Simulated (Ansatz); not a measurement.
With PBEsol (plane waves, PAW; program Ansatz), CaO in the zinc blende structure (F-43m) relaxes to a = 5.180 Å. Ca has 4 nearest neighbours from 2.24 Å (tetrahedral); O has 4 nearest neighbours from 2.24 Å (tetrahedral). Its formation energy from the elements is -2.79 eV/atom, with no fitted shifts.

It is gapped at this level: 3.27 eV (indirect). The valence maximum lies at W and the conduction minimum at Γ. HSE06 on the same cell gives 4.80 eV. Electrons at the band edge weigh 0.42 mₑ (isotropic).

The bulk modulus is 81.7 GPa. The relaxed-ion elastic constants in GPa are C11 = 91.9, C12 = 76.6, C44 = 37.0. The elastic constants imply a Debye temperature near 354 K. Perturbation theory gives ε∞ = 3.34. Letting the ions move raises it to ε0 = 7.08. Born charges are Ca +2.09, O -2.09 e. The phonon dispersion is stable (no imaginary branch). Without the LO–TO term the highest mode at Γ lies at 381 cm⁻¹.

The start of the workflow was typed in or built on a structure type; neither database checked (COD, Materials Project) lists it. It is not the phase usual at ambient conditions (space group No. 225). The cell was relaxed with PBEsol under the symmetry of its start. The references are the lowest solids computed at this level, not always the standard phases (solids in place of the gases).

Potentials: the later of the program's two PAW sets.
